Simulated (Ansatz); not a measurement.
The relaxed structure here is a generated cell of Al2Cu: the first start was made by placing the elements on the sites of a structure type, and the end was not matched to a known phase here, so it may be hypothetical. Known forms of Al2Cu include space group No. 140.

A relaxed cell of Al2Cu (Fm-3m (No. 225)), relaxed on a k-mesh at least as fine as the one used below. Method: r2SCAN (plane waves to 500 eV, PAW, scalar-relativistic; Ansatz, a program for electronic structure). Γ-centred k-mesh 10×10×5 on the run's cell (coarser than for final values), Fermi–Dirac smearing 0.05 eV.

```
Al2Cu
1.0
    0.00000     2.86729     2.86729
    2.86729     0.00000     2.86729
    5.73458     5.73458     0.00000
Cu Al
2 4
Direct
  0.00000   0.00000   0.00000
  0.00000   0.00000   0.50000
  0.25000   0.25000   0.12500
  0.25000   0.25000   0.62500
  0.75000   0.75000   0.37500
  0.75000   0.75000   0.87500
```

The atoms are displaced by (Å):

```tsv
atom	ux	uy	uz
Cu1	-0.063	0.024	-0.090
Cu2	-0.153	-0.057	0.037
Al3	-0.004	0.070	-0.098
Al4	0.082	0.021	-0.008
Al5	0.036	0.003	-0.098
Al6	-0.054	-0.032	0.122
```

Problem. What forces (eV/Å) and pressure result?

Solution. 
| atom | Fx | Fy | Fz |
|---|---|---|---|
| Cu1 | 0.31 | 0.12 | 0.60 |
| Cu2 | 1.79 | 0.57 | -0.99 |
| Al3 | -0.78 | -0.92 | 0.78 |
| Al4 | -0.79 | -0.07 | -0.02 |
| Al5 | -0.63 | 0.19 | 0.56 |
| Al6 | 0.10 | 0.11 | -0.93 |

Pressure +1.7 GPa.

Problem. Estimate the energy cost of the displacement in the harmonic approximation and compare with the calculation.

Solution. For a harmonic well ΔE = −½ Σ F·u = 0.408 eV a cell, or 68 meV/atom. The calculated energy relative to the undisplaced cell is +0.07 eV/atom, so the harmonic estimate holds well.

No spin polarisation in the result.

The run that gave the undisplaced cell could not lose the symmetry of its start; a randomly shaken copy of 6 atoms returns to this structure.
